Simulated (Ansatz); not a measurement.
The elements of this relaxed trial crystal are hidden behind letters.

```
lattice vectors (Å)
   6.1110    0.0000    0.0000
   0.0000    3.8032    0.0000
  -0.1772    0.0000    6.6093
fractional positions
X 0.5000 0.5000 0.0000
Z 0.0000 0.5000 0.0000
Z 0.5000 0.0000 0.5000
Z 0.0000 0.0000 0.5000
Q 0.7483 0.5000 0.6599
Q 0.2517 0.5000 0.3401
Q 0.2286 0.0000 0.8299
Q 0.7714 0.0000 0.1701
```

These are results of Ansatz, DFT PBE, scalar-relativistic, plane waves, PAW, not measurements. Settings of the last relaxation (8-atom cell): 420 eV, 6×8×6 k points, Gaussian smearing of 0.10 eV, no spin polarisation.

* Space group: P2/m (No. 10)
* Conventional cell: a = 6.111 Å, b = 3.803 Å, c = 6.612 Å, β = 91.5°
* Volume per atom: 19.20 Å³
* Density: 4.60 g/cm³
* Energy over the elements: −0.50 eV/atom
* Gap on the 6×8×6 mesh of the 8-atom cell: 0 eV (a metal)

Energies are uncorrected and count from the elements' standard states at the same level.

**Question.** X is a d-block element of period 4, Z is a p-block element of period 3 and Q is a p-block element of period 4. Which elements are they?

**Answer.** X = Sc, Z = Al, Q = As, so the formula is ScAl3As4. Density times volume gives a mean mass of 4.60 × 19.20/1.6605 = 53.2 u per atom, and this set has 53.2 u. Around Sc lie 6 As at 2.74–2.75 Å and 2 Al at 3.06 Å; Al on its first site has 6 As at 2.63–2.69 Å and 2 Sc at 3.06 Å; As on its first site has 5 Al at 2.64–2.69 Å and 1 Sc at 2.75 Å; 3 more sites not described. Other sets within the hints have nearly the same mass, so mass alone doesn't settle it; this one was computed.

A structure relaxed within its symmetry needn't be a true minimum. Another cell of the same search, in P3m1, lies 89 meV/atom lower, so this cell isn't the stable form at this level.
